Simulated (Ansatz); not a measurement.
# Vibrational response of ZnSe at -3 GPa

These are results of Ansatz, DFT LDA, scalar-relativistic, plane waves, PAW, not measurements. Plane waves to 420 eV; Γ-centred k mesh 8×8×8; fixed occupations. No spin polarisation. Phonons by linear response, acoustic sum rule imposed.

The cell, relaxed at -3 GPa:
```yaml
crystal:
  lattice:
    - [0.00000, 2.82720, 2.82720]
    - [2.82720, 0.00000, 2.82720]
    - [2.82720, 2.82720, 0.00000]
  atoms:
    - { symbol: Zn, position: [0.00000, 0.00000, 0.00000] }
    - { symbol: Se, position: [0.75000, 0.75000, 0.75000] }
```

The run warned that the force constants aren't converged on this k mesh, so the frequencies and all that is formed from them are rough.

(1) Is this structure stable against zone-centre distortions?

(2) List the optical modes at Γ without the LO field (i marks imaginary ones).

## Answers

(1) Yes, at Γ: no optical mode is imaginary. Strains and other wave vectors aren't tested by this run.

(2)
| frequency (meV) | degeneracy | IR intensity of the level ((D/Å)²/amu) |
| --- | --- | --- |
| 24.9 | 3 | 8.11 |

Cost: 1 run of about 1.4 core-minutes, on AMD EPYC 7R43 (Zen 3) (shared hosts).